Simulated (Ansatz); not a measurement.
# Stress against strain in ZrZn

```
CELL_PARAMETERS angstrom
3.33600 0.00000 0.00000
0.00000 3.33600 0.00000
0.00000 0.00000 3.33600
ATOMIC_POSITIONS crystal
Zr 0.50000 0.50000 0.50000
Zn 0.00000 0.00000 0.00000
```

Atom numbers follow the list: Zr1, Zn2.

The cell comes from COD entry 1540230, which wasn't checked; take it as a given geometry.

Level of theory: DFT, PBEsol, all-electron LAPW, scalar-relativistic (Ansatz 0.2.0).

Numerical set-up: a Γ-centred 10×10×10 k mesh, Fermi–Dirac smearing of 0.08 eV, basis error target 0.5 meV/atom, no spin polarisation.

The strain is applied along the Cartesian axes of the cell as listed (γ is the engineering shear, twice εxy = εyz = εzx). Fractional coordinates are held (clamped ions).

σ is the change of stress from the unstrained cell, which is at -4.25 GPa; tension is positive, so slopes are stress–strain coefficients at that pressure. In a metal the k mesh adds noise.

Only quantities that a quadratic follows smoothly over the whole series are listed; rougher ones are left out.

```
      γ  σxy (GPa)
-0.0200      -1.48
-0.0100      -0.71
 0.0000       0.00
 0.0200       1.24
```

**Question.** Fit the series and read off the stiffness at zero strain.

**Answer.** Least-squares fits y = p0 + p1 x + p2 x² to the rows give σxy (GPa): p1 = 68, p2 = -300. So C44 (clamped ions) = 68 GPa.

**Question.** One run, at γ = 0.0100, is withheld. Predict its row.

**Answer.** The fits give 0.65; the run gave 0.65.
